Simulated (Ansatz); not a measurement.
Au:
```cif
data_Au8
_chemical_formula_sum 'Au8'
_space_group_name_H-M_alt 'Fd-3m :1'
_space_group_IT_number 227
_space_group_name_Hall 'F 4d 2 3 -1d'
_cell_length_a 6.02658
_cell_length_b 6.02658
_cell_length_c 6.02658
_cell_angle_alpha 90.000
_cell_angle_beta 90.000
_cell_angle_gamma 90.000
loop_
_atom_site_label
_atom_site_type_symbol
_atom_site_symmetry_multiplicity
_atom_site_Wyckoff_symbol
_atom_site_fract_x
_atom_site_fract_y
_atom_site_fract_z
_atom_site_occupancy
Au1 Au 8 b 0.50000 0.50000 0.50000 1
```
(The calculation used a cell of 2 atoms; values per cell refer to that cell.)

Relaxed with PBEsol.

Problem. Decompose the optical modes at the zone centre into irreducible representations, and say which are infrared and Raman allowed.

Solution. Point group m-3m: Γ_opt = T2g. Infrared: none. Raman: T2g.

Problem. Assign frequencies (DFPT, PBEsol in the plane-wave PAW code Ansatz).

Solution. T2g 131 cm⁻¹.

The start of the workflow was typed in or built on a structure type; neither database checked (COD, Materials Project) lists it. It is not the phase usual at ambient conditions (space group No. 225). The PBEsol relaxation kept the symmetry of its start. At this level the phase is mechanically unstable. As this level gives no gap, phonon frequencies hold no LO–TO term and depend on the k-mesh and smearing (Fermi–Dirac, 0.1 eV here). Scalar-relativistic: spin–orbit coupling is off unless named, which matters more the heavier the elements.

Potentials: the earlier of the program's two PAW sets. The files were generated under PBE; for other functionals the program regenerates the frozen cores, and for LDA and PBEsol the local potential too.
